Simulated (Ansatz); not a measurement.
Relaxed HfN (rock salt):

```xyz
2
Lattice="0.0000 2.2630 2.2630 2.2630 0.0000 2.2630 2.2630 2.2630 0.0000" Properties=species:S:1:pos:R:3 pbc="T T T"
N      0.0000     0.0000     0.0000
Hf     2.2630     2.2630     2.2630
```

In this cell atom 1 (N, nearest neighbour Hf at 2.263 Å; its periodic images, 3.2 Å or more away, move with it) is moved by u·(1.000, 0.000, 0.000) + v·(0.000, 0.000, 1.000); the rest is frozen.

Level of theory: r2SCAN (plane waves to 500 eV, PAW, scalar-relativistic; Ansatz, a program for electronic structure). k mesh 14×14×14 (Γ-centred), Fermi-Dirac smearing 0.05 eV. The energy includes the smearing's −TS. With partly filled bands, energies and forces of such displacements shift with the k mesh and the smearing. Fu and Fv are the components of the force on the atom. HfN is run without spin polarisation. HfN was relaxed with its symmetry unable to fall. Spin-orbit coupling is left out, though Hf is heavy. The PAW data are Ansatz's earlier set. The zero of ΔE is the undisplaced structure. Axes are in Å.

ΔE (meV/cell), with u across and v down:

| v \ u | -0.340 | -0.227 | -0.113 | 0.000 | 0.113 | 0.227 | 0.340 |
|---|---|---|---|---|---|---|---|
| -0.340 | 1303 | 977 | 787 | 731 | 787 | 977 | 1303 |
| -0.227 | 977 | 586 | 372 | 305 | 372 | 586 | 977 |
| -0.113 | 787 | 372 | 146 | 75 | 146 | 372 | 787 |
| 0.000 | 731 | 305 | 75 | 0 | 75 | 305 | 731 |
| 0.113 | 787 | 372 | 146 | 75 | 146 | 372 | 787 |
| 0.227 | 977 | 586 | 372 | 305 | 372 | 586 | 977 |
| 0.340 | 1303 | 977 | 787 | 731 | 787 | 977 | 1303 |

Fv (eV/Å), with u across and v down:

```
v \ u   -0.340  -0.227  -0.113  0.000  0.113  0.227  0.340
------  ------  ------  ------  -----  -----  -----  -----
-0.340    3.58    4.33    4.66   4.74   4.66   4.33   3.58
-0.227    2.23    2.60    2.76   2.78   2.76   2.60   2.23
-0.113    1.09    1.20    1.28   1.32   1.28   1.20   1.09
0.000     0.00    0.00    0.00   0.00   0.00   0.00   0.00
0.113    -1.09   -1.20   -1.28  -1.32  -1.28  -1.20  -1.09
0.227    -2.23   -2.60   -2.76  -2.78  -2.76  -2.60  -2.23
0.340    -3.58   -4.33   -4.66  -4.74  -4.66  -4.33  -3.58
```

Key numbers:

* **Principal force constants in the plane (five-point differences of the forces)**: 11.4 eV/Å², isotropic
* **Centre of the map**: a minimum
* **Lowest place on the grid**: u = 0.000 Å, v = 0.000 Å (0 meV/cell)
* **Highest place on the grid, met at several equal points**: u = -0.340 Å, v = -0.340 Å; u = 0.340 Å, v = -0.340 Å; u = -0.340 Å, v = 0.340 Å; u = 0.340 Å, v = 0.340 Å (1303 meV/cell)

(A displaced cell: forces are minus the slopes of the energy, force constants its curvatures, and phonons follow from these.)
